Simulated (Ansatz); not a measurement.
ZnRh (CsCl type, Pm-3m) under volume change, DFT-PBEsol in the program Ansatz with PAW potentials, scaled uniformly.

| V (Å³/atom) | E − E(relaxed) (meV/atom) | P (GPa) |
|---|---|---|
| 11.959 | 80.2 | 23.88 |
| 12.353 | ___ | ___ |
| 12.747 | ___ | ___ |
| 13.141 | 0.0 | 0.00 |
| 13.536 | 7.0 | -5.49 |
| 13.930 | 26.3 | -10.07 |
| 14.324 | 55.9 | -13.87 |

Fill in the missing entries.


- 12.353, E − E(relaxed) (meV/atom): 33.4
- 12.353, P (GPa): 14.45
- 12.747, E − E(relaxed) (meV/atom): 7.9
- 12.747, P (GPa): 6.58

What does a third-order Birch–Murnaghan fit give for V₀, B₀ and B′?

V₀ = 13.14 Å³/atom, B₀ = 200 GPa, B′ = 5.0.

The first step of the workflow began from a Materials Project structure, measured or hypothetical; the Crystallography Open Database copy checked does not list it. With Zn and Rh taken as one species the cell has the higher symmetry Im-3m, so it may be an ordered model of a mixed-site phase. Its standing as an ambient phase is unchecked. The cell was relaxed with PBEsol under the symmetry of its start; of distortions, only those at the zone centre were tested. The run is not spin-polarised.

Potentials: the later of the program's two PAW sets.
